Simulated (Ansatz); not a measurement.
A relaxed cell of C (Fd-3m (No. 227)), relaxed on a k-mesh at least as fine as the one used below. Computed with PBE (plane waves to 420 eV, PAW, scalar-relativistic; Ansatz, a first-principles code). Γ-centred k-mesh 11×11×6 on the run's cell (coarser than for final values), Fermi–Dirac smearing 0.05 eV.

```
C
1.0
    0.00000     1.78581     1.78581
    1.78581     0.00000     1.78581
    3.57162     3.57162     0.00000
C
4
Direct
  0.75000   0.75000   0.37500
  0.75000   0.75000   0.87500
  0.50000   0.50000   0.25000
  0.50000   0.50000   0.75000
```

The atoms are displaced by (Å):

```
atom      ux      uy      uz
----  ------  ------  ------
C1     0.105  -0.113  -0.142
C2     0.161   0.032  -0.048
C3    -0.140   0.049   0.029
C4    -0.002   0.023   0.029
```

Problem. What forces (eV/Å) and pressure result?

Solution. 
```
atom     Fx     Fy     Fz
----  -----  -----  -----
C1    -3.74   2.23   1.55
C2    -7.04  -3.48   3.64
C3     7.20   1.36  -3.54
C4     3.58  -0.10  -1.65
```

Pressure +19.6 GPa.

Problem. Estimate the energy cost of the displacement in the harmonic approximation and compare with the calculation.

Solution. For a harmonic well ΔE = −½ Σ F·u = 1.692 eV a cell, or 423 meV/atom. The calculated energy relative to the undisplaced cell is +523 meV/atom, so anharmonic terms matter at this amplitude.

No spin polarisation in the result.

The run that gave the undisplaced cell could not lose the symmetry of its start; a randomly shaken copy of 4 atoms returns to this structure.
